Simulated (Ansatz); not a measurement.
**Computed frozen-phonon scan: CdSe (zinc blende)**

Starting cell, CdSe (zinc blende):

```yaml
crystal:
  lattice:
    - [0.00000, 6.19627, 6.19627]
    - [3.09814, 3.09814, 6.19627]
    - [3.09814, 3.09814, 0.00000]
  atoms:
    - { symbol: Se, position: [0.00000, 0.75000, 0.75000] }
    - { symbol: Se, position: [0.50000, 0.75000, 0.75000] }
    - { symbol: Cd, position: [0.00000, 0.00000, 0.00000] }
    - { symbol: Cd, position: [0.50000, 0.00000, 0.00000] }
```

A phonon eigenvector at X = (0.5, 0.5, 0.0) is frozen into this cell: atom i moves by Q times the vector below, so Q is the largest atomic displacement, in Å. The cell is held. It is one choice among 2 degenerate patterns. (q is in reciprocal vectors of the primitive cell; the cell shown is doubled to hold the pattern.)

```csv
atom,x,y,z
Se1,0.695,0.000,0.000
Se2,-0.695,0.000,0.000
Cd3,0.000,1.000,0.000
Cd4,0.000,-1.000,0.000
```

The numbers are results of PBE (plane waves to 420 eV, PAW, scalar-relativistic; Ansatz, a first-principles code), not measurements. k mesh 9×9×9 (Γ-centred), Fermi-Dirac smearing 0.05 eV. Energies are smeared free energies. Stress and pressure are positive under compression. CdSe was relaxed with its symmetry unable to fall. The zero of ΔE is the undisplaced structure.

| Q (Å) | ΔE (meV/cell) | P (GPa) | −dE/dQ from forces (eV/Å) |
|---|---|---|---|
| -0.180 | 33.0 | -0.25 | 0.371 |
| -0.150 | 22.8 | -0.17 | 0.307 |
| -0.120 | 14.6 | -0.11 | 0.244 |
| -0.090 | 8.2 | -0.07 | 0.182 |
| -0.060 | 3.6 | -0.03 | 0.121 |
| -0.030 | 0.9 | -0.01 | 0.060 |
| 0.000 | 0.0 | -0.01 | 0.000 |
| 0.030 | 0.9 | -0.01 | -0.060 |
| 0.060 | 3.6 | -0.03 | -0.121 |
| 0.090 | 8.2 | -0.07 | -0.182 |
| 0.120 | 14.6 | -0.11 | -0.244 |
| 0.150 | 22.8 | -0.17 | -0.307 |
| 0.180 | 33.0 | -0.25 | -0.371 |

What the scan shows:

- Energy at Q = 0.180 Å = 33.0 meV/cell
- Space group of the distorted cell = C222_1 (No. 20), lowered from F-43m
- Symmetry of the curve = even: the same for both signs
- Shape of the curve = a single well with its minimum at or next to zero displacement
- Harmonic wavenumber from the curvature (finite differences) = 43 cm⁻¹
- Wavenumber by perturbation theory (DFPT, on another k mesh) = 43 cm⁻¹

(A displaced cell: forces are minus the slopes of the energy, force constants its curvatures, and phonons follow from these.)
